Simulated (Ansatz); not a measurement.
## Relaxing a structure of Nb

The start is a relaxed Nb cell, doubled along one cell vector, shaken by Gaussian noise of σ = 0.08 Å a coordinate. Cell shape, volume and atoms are optimised at zero target pressure with r2SCAN (plane waves to 500 eV, PAW, scalar-relativistic; Ansatz, a quantum-chemistry and plane-wave program). First-step values are on the input's coarse k-mesh.

Ansatz input (later rounds restart from its end on a renewed k-mesh):
Ansatz 0.2 input:
```yaml
crystal:
  lattice:
    - [2.8587933308, 0, 0]
    - [-2.8587933308, 4.9515752972, 0]
    - [0, 0, 5.2461911771]
  atoms:
    - { symbol: Nb, position: [0.3842806651, 0.3253010529, 0.7795395419] }
    - { symbol: Nb, position: [0.2905573016, 0.8253623111, 0.7457165628] }
    - { symbol: Nb, position: [0.6606389462, 0.168609864, 0.2502765782] }
    - { symbol: Nb, position: [0.6545249322, 0.696077251, 0.25259869] }
basis: { ecutwfc: 500, ecutrho_ratio: 4, xc_grid: 4, fft_grid_basis: typed }
kpoints: { mp_grid: { grid: [13, 7, 6] } }
hamiltonian:
  xc: r2scan
  dispersion: none
  pseudopotentials: { azcp: { folder: ./paw }, kind: paw }
scf: { occupations: { method: fermi_dirac, width: 0.05 } }
relax: { f_tol: 0.01, max_steps: 100, cell: { stress_tol: 0.02 } }
output: { forces: true, stress: true }
```

**Question.** What is the largest force in the starting geometry, and on which atom (counted from 1)?

**Answer.** 1.23 eV/Å, on Nb3 (atoms numbered as listed).

**Question.** How much energy is released per atom?

**Answer.** 0.35 eV/atom.

**Question.** Is the parent structure recovered?

**Answer.** It does not go back: it reaches Im-3m (No. 229), bcc (W type), 0.31 eV/atom below the parent.

**Question.** How do the shortest distances between atoms change?

**Answer.** The closest pairs of elements (up to four, under 3.6 Å), start → end: Nb–Nb 2.69 → 2.86 Å.

**Question.** What band gap does the relaxed structure have at this level?

**Answer.** Zero (metallic).

**Question.** Write out the relaxed structure.

**Answer.** 
```cif
data_Nb2
_chemical_formula_sum 'Nb2'
_space_group_name_H-M_alt 'Im-3m'
_space_group_IT_number 229
_space_group_name_Hall '-I 4 2 3'
_cell_length_a 3.30291
_cell_length_b 3.30291
_cell_length_c 3.30291
_cell_angle_alpha 90.000
_cell_angle_beta 90.000
_cell_angle_gamma 90.000
loop_
_atom_site_label
_atom_site_type_symbol
_atom_site_symmetry_multiplicity
_atom_site_Wyckoff_symbol
_atom_site_fract_x
_atom_site_fract_y
_atom_site_fract_z
_atom_site_occupancy
Nb1 Nb 2 a 0.00000 0.00000 0.00000 1
```
(The calculation used a cell of 1 atom; values per cell refer to that cell.)

Final values are on a 20×20×20 k-mesh of the relaxed cell. No spin polarisation in the result.

Of the parent cell (P6₃/mmc (No. 194)): it is a generated cell of Nb: the first start was made by a random draw of sites in a space group, and the end was not matched to a known phase here, so it may be hypothetical. Known forms of Nb include space group No. 229.
